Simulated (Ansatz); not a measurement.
The relaxed structure here is a generated cell of AlNi: the first start was made by placing the elements on the sites of a structure type, and the end was not matched to a known phase here, so it may be hypothetical. Known forms of AlNi include space group No. 221.

One starting cell of AlNi (a generated cell, AlNi built in the AFLOW prototype AB_hP8_186_ab_ab (B5, as in SiC)) was relaxed twice with Ansatz (plane waves, PAW, scalar-relativistic): with r2SCAN at 500 eV and with PBE at 420 eV. The r2SCAN result:

```cif
data_Al4Ni4
_chemical_formula_sum 'Ni4 Al4'
_space_group_name_H-M_alt 'P63mc'
_space_group_IT_number 186
_space_group_name_Hall 'P 6c -2c'
_cell_length_a 3.84617
_cell_length_b 3.84617
_cell_length_c 9.11207
_cell_angle_alpha 90.000
_cell_angle_beta 90.000
_cell_angle_gamma 120.000
loop_
_atom_site_label
_atom_site_type_symbol
_atom_site_symmetry_multiplicity
_atom_site_Wyckoff_symbol
_atom_site_fract_x
_atom_site_fract_y
_atom_site_fract_z
_atom_site_occupancy
Ni1 Ni 2 a 0.00000 0.00000 0.02005 1
Ni2 Ni 2 b 0.33333 0.66667 0.13703 1
Al1 Al 2 a 0.00000 0.00000 0.26870 1
Al2 Al 2 b 0.33333 0.66667 0.44859 1
```

```
quantity                          r2SCAN    PBE
--------------------------------  ------  -----
space group                        P6₃mc  P6₃mc
volume (Å³/atom)                   14.59  15.01
a (Å)                              3.846  3.880
c (Å)                              9.112  9.211
gap (eV, no spin-orbit coupling)    0.00   0.00
```

Both levels end in the same structure; PBE's volume is 2.9 % larger. Neither column is exact.

No spin polarisation in the result. A magnetic state may lie lower.

The run could not lose the symmetry of its start, so the end can be a saddle point.

Ansatz is a program for electronic structure.
